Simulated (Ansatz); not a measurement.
RbIn₆Au₄ in space group P-6m2 (No. 187; Pearson symbol hP11) under volume change, r²SCAN in the plane-wave PAW code Ansatz, shape and atoms relaxed at each volume.

```
V (Å³/atom)  E − E(relaxed) (meV/atom)  P (GPa)
-----------  -------------------------  -------
21.490                            47.0     7.86
22.198                            19.5     4.71
22.906                             4.5     2.12
23.615                             0.0     0.00
24.323                             [?]      [?]
25.032                             [?]      [?]
25.740                            31.3    -4.26
```

Question: Complete the blanks.

Answer: 
- 24.323, E − E(relaxed) (meV/atom): 4.0
- 24.323, P (GPa): -1.73
- 25.032, E − E(relaxed) (meV/atom): 14.8
- 25.032, P (GPa): -3.13

Question: What does a third-order Birch–Murnaghan fit give for V₀, B₀ and B′?

Answer: V₀ = 23.62 Å³/atom, B₀ = 63.5 GPa, B′ = 5.8.

The workflow started from an entry of the Crystallography Open Database (COD, 293 K). Whether it is the stable phase at ambient conditions was not checked. The cell was relaxed with r²SCAN under the symmetry of its start; whether a distortion lowers the energy is not shown. Spin–orbit coupling is left out wherever it is not named.

Potentials: the later of the program's two PAW sets.
